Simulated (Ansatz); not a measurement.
Ag (bcc (W type), Im-3m) under volume change, plane-wave PAW PBEsol (Ansatz code), scaled uniformly.

```json
[
 {"V (Å³/atom)": "15.265", "E − E(relaxed) (meV/atom)": "60.0", "P (GPa)": "14.14"},
 {"V (Å³/atom)": "15.768", "E − E(relaxed) (meV/atom)": "24.8", "P (GPa)": "8.45"},
 {"V (Å³/atom)": "16.272", "E − E(relaxed) (meV/atom)": "5.8", "P (GPa)": "3.80"},
 {"V (Å³/atom)": "16.775", "E − E(relaxed) (meV/atom)": "0.0", "P (GPa)": "0.00"},
 {"V (Å³/atom)": "17.278", "E − E(relaxed) (meV/atom)": "5.0", "P (GPa)": "-3.08"},
 {"V (Å³/atom)": "17.781", "E − E(relaxed) (meV/atom)": "18.7", "P (GPa)": "-5.58"},
 {"V (Å³/atom)": "18.285", "E − E(relaxed) (meV/atom)": "39.6", "P (GPa)": "-7.62"}
]
```

What does a third-order Birch–Murnaghan fit give for V₀, B₀ and B′?

V₀ = 16.78 Å³/atom, B₀ = 114 GPa, B′ = 5.8.

The first step of the workflow began from a Materials Project structure, measured or hypothetical; the Crystallography Open Database copy checked does not list it. It is not the phase usual at ambient conditions (space group No. 225). Symmetry was held in the PBEsol relaxation. At this level the phase is mechanically unstable. The run is not spin-polarised.

Potentials: the later of the program's two PAW sets.
